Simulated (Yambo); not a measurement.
Quantum ESPRESSO input (PBEsol, PseudoDojo standard norm-conserving files, scalar-relativistic) whose wavefunctions are converted with p2y:

```
&CONTROL
  calculation = 'nscf'
  pseudo_dir = './pseudo'
  outdir = './out'
/
&SYSTEM
  ibrav = 0
  nat = 9
  ntyp = 3
  ecutwfc = 82.0
  ecutrho = 328.0
  occupations = 'fixed'
  force_symmorphic = .true.
  nbnd = 322
/
&ELECTRONS
  conv_thr = 9.000000000000001e-09
  diago_full_acc = .true.
  diago_thr_init = 1e-08
/
ATOMIC_SPECIES
Br 79.9040 Br.upf
Pd 106.4200 Pd.upf
Cs 132.9055 Cs.upf
CELL_PARAMETERS angstrom
  0.000000000000   5.378125000000   5.378125000000
  5.378125000000   0.000000000000   5.378125000000
  5.378125000000   5.378125000000   0.000000000000
ATOMIC_POSITIONS crystal
Br   0.767940000000   0.232060000000   0.232060000000
Br   0.232060000000   0.767940000000   0.767940000000
Br   0.232060000000   0.767940000000   0.232060000000
Br   0.767940000000   0.232060000000   0.767940000000
Br   0.232060000000   0.232060000000   0.767940000000
Br   0.767940000000   0.767940000000   0.232060000000
Pd   0.000000000000   0.000000000000   0.000000000000
Cs   0.250000000000   0.250000000000   0.250000000000
Cs   0.750000000000   0.750000000000   0.750000000000
K_POINTS automatic
1 1 1 0 0 0
```

Yambo's initialisation report on symmetry, reciprocal space, the k grid and the gaps on this mesh:

```
  [02.02] Symmetries
  ==================

  Inversion symmetry    : yes
  Spatial inversion     : yes
  Inversion index       :  25
  K-space Time-reversal : no
  Magnetic symmetries   : no
  Group table correct   : yes
  Symmetries units      :  [cc]

  [02.03] Reciprocal space
  ========================

  nG shells         :  1148
  nG charge         :  210823
  nG WFs            :  26301
  nC WFs            :  26301
  G-vecs. in first 80 shells:  [ Number ]
     1    9   15   27   51   59   65   89  113
    137   169   181   229   259   283   307   331   339
    387   411   459   531   537   561   609   645   701
    725   749   821   869   893   941   965  1037  1067
   1139  1211  1243  1291  1363  1411  1459  1471  1591
   1639  1687  1759  1807  1837  1893  1917  1989  2085
   2109  2133  2229  2277  2397  2421  2445  2565  2637
   2685  2733  2741  2837  2891  2975  3071  3119  3143
    3215   3287   3383   3479   3527   3647   3695   3719
  ...
  Shell energy in first 80 shells:  [ mHa ]
     0.0000  143.3281  191.1042  382.2084  525.5365  573.3126  764.4168  907.7449  955.5210
    1146.63      1289.95      1528.83      1672.16      1719.94      1911.04      2054.37      2102.15      2293.25
    2436.58      2484.35      2675.46      2818.79      3057.67      3201.00      3248.77      3439.88      3583.20
    3630.98      3822.08      3965.41      4013.19      4204.29      4347.62      4586.50      4729.83      4777.60
    4968.71      5112.04      5159.81      5494.25      5542.02      5733.13      5876.45      6115.33      6258.66
    6306.44      6497.54      6640.87      6688.65      6879.75      7023.08      7070.86      7261.96      7405.29
    7644.17      7787.50      7835.27      8026.38      8169.70      8217.48      8408.58      8551.91      8599.69
    8790.79      8934.12      9173.00      9316.33      9364.11      9555.21      9698.54      9746.31      9937.42
    10080.7      10128.5      10319.6      10463.0      10701.8      10845.2      10892.9      11084.0
  ...

  [02.04] K-grid lattice
  ======================

  Compatible Grid is   : 0D
  K lattice UC volume  :  0.118146 [a.u.]

  IBZ K-points                                      :  1
  BZ  K-points                                      :  1

  K/Q-points units:
  rlu = crystal or reduced units; cc = cartesian coordinates; iku = interal k-units

  K [1]          [rlu]:  0.000000  0.000000  0.000000
         WF components:  26301

  [02.05] Energies & Occupations
  ==============================

  [X] === General ===
  [X] Electronic Temperature                        :  0.000000  0.000000 [eV K]
  [X] Bosonic    Temperature                        :  0.000000  0.000000 [eV K]
  [X] Finite Temperature mode                       : no
  [X] El. density                                   :  0.25071E+24 [cm-3]
  [X] Fermi Level                                   :  2.992826 [eV]

  [X] === Gaps and Widths ===
  [X] Conduction Band Min                           :  1.533531 [eV]
  [X] Valence Band Max                              :  0.000000 [eV]
  [X] Filled Bands                                  :   39
  [X] Empty Bands                                   :    40   322
  [X] Direct Gap                                    :  1.533531 [eV]
  [X] Direct Gap localized at k                     :  1
```
The gaps are PBEsol values on this mesh alone; only operations without fractional translations are kept.

Spin-orbit coupling is not included.

Geometry of the Materials Project entry, not relaxed at this level.
